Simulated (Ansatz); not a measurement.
A crystal relaxed with r2SCAN in the plane-wave code Ansatz has space group R3m:H (No. 160) and a = 3.933 Å, c = 38.688 Å.

```
atom  site       x       y       z
  Ga    3a  0.0000  0.0000  0.0027
  Ga    3a  0.6667  0.3333  0.0833
  Ga    3a  0.3333  0.6667  0.1640
  Xx    3a  0.0000  0.0000  0.2495
   P    3a  0.6667  0.3333  0.0222
   P    3a  0.3333  0.6667  0.1029
   P    3a  0.0000  0.0000  0.1836
   P    3a  0.6667  0.3333  0.2753
```

r2SCAN gives a direct gap of 1.45 eV at Γ. The HSE06 gap is direct at Γ: 1.92 eV. Meshes: r2SCAN 8×8×8, HSE06 4×4×4.

Question: Which element is Xx?
A. In
B. B
C. Tl
D. Al

Answer: A. Xx is In: InGa3P4, ordered on the zincblende lattice (R3m) with 8 atoms a cell. Around Ga lie 4 P at 2.35–2.39 Å; around Ga lie 4 P at 2.36–2.39 Å; around In lie 4 P at 2.48–2.55 Å; around P lie 4 Ga at 2.36–2.39 Å; around P lie 3 Ga at 2.39 Å and 1 In at 2.55 Å; around P lie 1 Ga at 2.35 Å and 3 In at 2.48 Å.

Simulation only: spin-unpolarised, and no claim that this is the phase found in nature.

Spin-orbit coupling is left out, which matters wherever the heavy atoms make up the band edges.
